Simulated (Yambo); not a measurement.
Yambo run on Cs2WO2F4 (space group C2/m, No. 12). The wavefunctions are norm-conserving PBEsol (Quantum ESPRESSO, 84 Ry, without SOC) ones on a 2×2×2 mesh (36 occupied bands); a = b = 6.343 Å, c = 4.970 Å, α = β = 91.21°, γ = 58.62°.

Yambo input:

```
rim_cut
gw0
dyson
el_el_corr
HF_and_locXC
cohsex
em1s
RandQpts= 1000000
RandGvec= 1 Ry
EXXRLvcs= 84 Ry
VXCRLvcs= 336 Ry
Chimod= "HARTREE"
% BndsRnXs
 2 | 320 |
%
NGsBlkXs= 8 Ry
% LongDrXs
 1.0 | 1.0 | 1.0 |
%
ExtendOut
% QPkrange
 2 | 2 | 36 | 37 |
 4 | 4 | 36 | 36 |
 5 | 5 | 37 | 37 |
%
```

k points by index: 2 = (0, 0, -0.5), 4 = (0, -0.5, -0.5), 5 = (-0.5, -0.5, 0).

The o-*.qp file then holds:

```
#    K-point    Band    Eo [eV]    E [eV]    E-Eo [eV]    Vxc [eV]    Vnlxc [eV]    Sc|Eo [eV]    Re(Z)    Im(Z)
#
    2    36    -0.002550    -3.298947    -3.296397    -19.59769    -25.25063    2.356535    1.000000    0.000000
    2    37    2.437007    3.345369    0.908362    -18.52322    -12.58136    -5.033498    1.000000    0.000000
    4    36    0.000000    -3.295512    -3.295512    -19.61209    -25.27764    2.370046    1.000000    0.000000
    5    37    2.413738    3.309458    0.895721    -18.34112    -12.37110    -5.074307    1.000000    0.000000
```
(The two width columns are left out.) Convergence of these settings isn't established.

Geometry of the Materials Project entry, not relaxed at this level.

The structure is a Materials Project entry; no match was found in the copy of COD used, and its stability was not checked.
